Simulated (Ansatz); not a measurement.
**TiRh, first-principles data**

TiRh:
```yaml
crystal:
  lattice:
    - [3.09111, 0.00000, 0.00000]
    - [0.00000, 3.09111, 0.00000]
    - [0.00000, 0.00000, 3.09111]
  atoms:
    - { symbol: Ti, position: [0.50000, 0.50000, 0.50000] }
    - { symbol: Rh, position: [0.00000, 0.00000, 0.00000] }
```

Space group Pm-3m (No. 221), CsCl type; conventional cell a = b = c = 3.091 Å, α = β = γ = 90.00°.

Method: r²SCAN (plane waves, PAW; program Ansatz). Geometry: relaxed at this level of theory. Other levels are named where they apply.

### Cell and energy

| Quantity | Result |
|---|---|
| Volume per atom | 14.77 Å³ |
| Density | 8.48 g/cm³ |
| Formation energy from the elements (no fitted shifts) | -0.77 eV/atom |

### Electronic structure

| Property | Result |
|---|---|
| Electronic character | metallic (no gap) |
| Density of states at the Fermi level | 1.4 states/eV per atom (mean over ±0.08 eV) |
| Gap with spin–orbit coupling | none (metallic) |

### Mechanics

| Quantity | Value |
|---|---|
| Bulk modulus (Birch–Murnaghan fit) | 203 GPa |
| Pressure derivative B′ | 4.3 |
| Elastic constants (relaxed ions, GPa) | C11 = 152, C12 = 227, C44 = 59.3 |
| Mechanical stability | unstable (C has a negative eigenvalue) |

### Phonons

| Property | Result |
|---|---|
| Highest zone-centre frequency | 5.61 THz |
| Zone-centre stability | no imaginary mode at Γ |

### Charges

| Property | Result |
|---|---|
| Bader charges | Ti +1.46, Rh -1.46 e |

The first step of the workflow began from a Materials Project structure, measured or hypothetical; the Crystallography Open Database copy checked does not list it. COD files the formula under space group No. 123. Whether it is the stable phase at ambient conditions was not checked. The r²SCAN relaxation kept the symmetry of its start. The run is not spin-polarised. As this level gives no gap, shear constants depend on the k-mesh and smearing (Fermi–Dirac, 0.1 eV here). As this level gives no gap, phonon frequencies hold no LO–TO term and depend on the k-mesh and smearing (Fermi–Dirac, 0.1 eV here). The references are the lowest solids computed at this level, not always the standard phases. Scalar-relativistic: spin–orbit coupling is off unless named, which matters more the heavier the elements.

Potentials: the later of the program's two PAW sets.
